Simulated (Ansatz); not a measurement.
The start is a relaxed LiCl cell, doubled along one cell vector, shaken by Gaussian noise of σ = 0.08 Å a coordinate. A full variable-cell relaxation at zero pressure is run with PBEsol (plane waves to 420 eV, PAW, scalar-relativistic; Ansatz, a program for electronic structure). The first steps use a coarse 8×4×8 k-mesh.

Starting cell:
```
LiCl
1.0
    0.00000     2.53209     2.53209
    5.06418     0.00000     5.06418
    2.53209     2.53209     0.00000
Cl Li
2 2
Direct
  0.94581   0.02013   0.98467
  0.00018   0.50242   0.98085
  0.47538   0.26961   0.49030
  0.51175   0.74238   0.52233
```

* **Energy released**: 0.015 eV/atom
* **Relative to the parent**: The parent structure is recovered, Fm-3m (No. 225)
* **Shortest distances (start → end)**: The closest pairs of elements (up to four, under 3.6 Å), start → end: Cl–Li 2.40 → 2.53 Å; Li–Li 3.42 → 3.58 Å; Cl–Cl 3.42 → 3.58 Å
* **Band gap at the end**: 6.35 eV, direct (no spin-orbit coupling)
* **Optimiser moves**: 3

Relaxed structure:

```cif
data_Cl4Li4
_chemical_formula_sum 'Cl4 Li4'
_space_group_name_H-M_alt 'Fm-3m'
_space_group_IT_number 225
_space_group_name_Hall '-F 4 2 3'
_cell_length_a 5.06430
_cell_length_b 5.06430
_cell_length_c 5.06430
_cell_angle_alpha 90.000
_cell_angle_beta 90.000
_cell_angle_gamma 90.000
loop_
_atom_site_label
_atom_site_type_symbol
_atom_site_symmetry_multiplicity
_atom_site_Wyckoff_symbol
_atom_site_fract_x
_atom_site_fract_y
_atom_site_fract_z
_atom_site_occupancy
Cl1 Cl 4 a 0.00000 0.00000 0.00000 1
Li1 Li 4 b 0.50000 0.50000 0.50000 1
```
(The calculation used a cell of 2 atoms; values per cell refer to that cell.)

Final values are on a 11×11×11 k-mesh of the relaxed cell. No spin polarisation in the result.
